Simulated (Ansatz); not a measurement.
# BaPtSb: how the axes shrink under pressure

BaPtSb, P-6m2, a = 4.573 Å, c = 4.942 Å. The structure is a Materials Project entry; whether it is the stable form wasn't checked. Ansatz: r2SCAN, PAW, 500 eV, Γ-centred 12×12×8 mesh on 3 atoms, Gaussian smearing 0.10 eV; no spin polarisation. Cell and atoms are relaxed at each pressure, and no other structure is tried, so the rows at high pressure may lie past a change of phase. y = 100 ln(c/c0) with c0 = 4.9421 Å, so nearly a change in per cent. The pressures are the targets, met within 0.02 GPa.

| P (GPa) | y | 100 ln(a/a0) |
| --- | --- | --- |
| -3.0 | ? | ? |
| 0.0 | 0.00 | 0.00 |
| 3.0 | -2.99 | -0.83 |
| 8.0 | -7.48 | -1.76 |
| 15.0 | -13.39 | -2.46 |

Task: Fit y = c1 P + c2 P² to the other rows, give the linear compressibility along c, and predict the missing y.

Result: Least squares on the rows shown. y = −0.9954 P + 0.006892 P². The linear compressibility along c is −c1/100 = 9.95 per TPa, against 2.90 along a from the same fit to the last column (its missing entry is 1.12): the crystal is softer along c at low pressure. The runs next to zero pressure give 10.70 and 3.23, so a parabola over the whole range misstates the start. At P = -3.0 the fit asked for gives 3.05. The run gave 3.46, so the fit is 0.41 too low, 2.4 % of the span of the series, against an rms of 0.05 on the fitted rows. The row lies outside the fitted range. With a term in P³ added, a fit to the same known rows (none to spare) predicts 3.32, so most of the miss is curvature that the known rows already hold.

The mesh isn't the same in all rows (12×12×8, 12×12×10). Spin–orbit coupling is left out, which can shift energies with elements as heavy as these.